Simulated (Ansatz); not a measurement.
BaAlGeH:
```cif
data_HAlBaGe
_chemical_formula_sum 'Ba1 Al1 Ge1 H1'
_space_group_name_H-M_alt 'P3m1'
_space_group_IT_number 156
_space_group_name_Hall 'P 3 -2"'
_cell_length_a 4.34597
_cell_length_b 4.34597
_cell_length_c 5.26413
_cell_angle_alpha 90.000
_cell_angle_beta 90.000
_cell_angle_gamma 120.000
loop_
_atom_site_label
_atom_site_type_symbol
_atom_site_symmetry_multiplicity
_atom_site_Wyckoff_symbol
_atom_site_fract_x
_atom_site_fract_y
_atom_site_fract_z
_atom_site_occupancy
Ba1 Ba 1 b 0.33333 0.66667 0.10177 1
Al1 Al 1 a 0.00000 0.00000 0.64161 1
Ge1 Ge 1 c 0.66667 0.33333 0.55408 1
H1 H 1 a 0.00000 0.00000 0.96854 1
```

Relaxed at zero pressure with plane-wave PAW r²SCAN (Ansatz code).

**Question.** The volume is lowered by 6 % and shape and atoms relax at that volume. What pressure results, and how do the axes share the change?

**Answer.** 3.4 GPa; a -1.4 %, b -1.4 %, c -3.3 %; the energy rises by 13 meV/atom.

**Question.** Give the new structure.

**Answer.** 
Space group P3m1 (No. 156); a = b = 4.284 Å, c = 5.093 Å, α = β = 90.00°, γ = 120.00°

```csv
atom,site,symmetry,x,y,z
Ba,1b,3m.,0.3333,0.6667,0.0992
Al,1a,3m.,0.0000,0.0000,0.6385
Ge,1c,3m.,0.6667,0.3333,0.5544
H,1a,3m.,0.0000,0.0000,0.9739
```

The phase is kept; no other phase was compared at this pressure.

The first step of the workflow began from a Materials Project structure, measured or hypothetical; the Crystallography Open Database files this formula in space group No. 156, but the cells were not matched. Its standing as an ambient phase is unchecked. The r²SCAN relaxation kept the symmetry of its start; whether a distortion lowers the energy is not shown. Scalar-relativistic: spin–orbit coupling is off unless named, which matters more the heavier the elements.

Potentials: the later of the program's two PAW sets.
